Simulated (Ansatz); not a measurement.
**Frozen-phonon scan for KBr (rock salt)**

Relaxed KBr (rock salt):

```
KBr
1.0
    0.00000     6.70523     6.70523
    3.35261     0.00000     3.35261
    3.35261     3.35261     0.00000
Br K
2 2
Direct
  0.00000   0.00000   0.00000
  0.50000   0.00000   0.00000
  0.25000   0.50000   0.50000
  0.75000   0.50000   0.50000
```

The atoms are displaced by Q × the pattern below (from a DFPT mode at L = (0.5, 0.0, 0.0), largest move 1; Q in Å), at fixed cell. It is one choice among 2 degenerate patterns. (q is in reciprocal vectors of the primitive cell; the cell shown is doubled to hold the pattern.)

```
atom       x       y       z
----  ------  ------  ------
Br1   -0.285   0.520  -0.805
Br2    0.285  -0.520   0.805
```

Atoms not listed stay in place.

Method: PBE (plane waves to 420 eV, PAW, scalar-relativistic; Ansatz, a first-principles code). k mesh 9×9×9 (Γ-centred), Fermi-Dirac smearing 0.05 eV. Energies are smeared free energies. Stress and pressure are positive under compression. KBr was relaxed with its symmetry unable to fall. The zero of ΔE is the undisplaced structure.

```csv
Q (Å),ΔE (eV/cell),−dE/dQ from forces (eV/Å),P (GPa)
-0.280,0.0930,0.680,0.38
-0.233,0.0641,0.558,0.27
-0.187,0.0408,0.442,0.17
-0.140,0.0228,0.328,0.10
-0.093,0.0101,0.217,0.04
-0.047,0.0025,0.108,0.01
0.000,0.0000,0.000,0.00
0.047,0.0025,-0.108,0.01
0.093,0.0101,-0.217,0.04
0.140,0.0228,-0.328,0.10
0.187,0.0408,-0.442,0.17
0.233,0.0641,-0.558,0.27
0.280,0.0930,-0.680,0.38
```

Read from the data:

The energy at Q = 0.280 Å is 93.0 meV/cell. Space group of the distorted cell: P-1 (No. 2), lowered from Fm-3m. Symmetry of the curve: even: the same for both signs. Shape of the curve: a single well with its minimum at or next to zero displacement. Harmonic wavenumber from the curvature (finite differences): 63 cm⁻¹. Wavenumber by perturbation theory (DFPT, on another k mesh): 63 cm⁻¹.

(For displaced atoms, the force is minus the slope of the energy, and its curvature is a force constant, which sets phonon frequencies.)
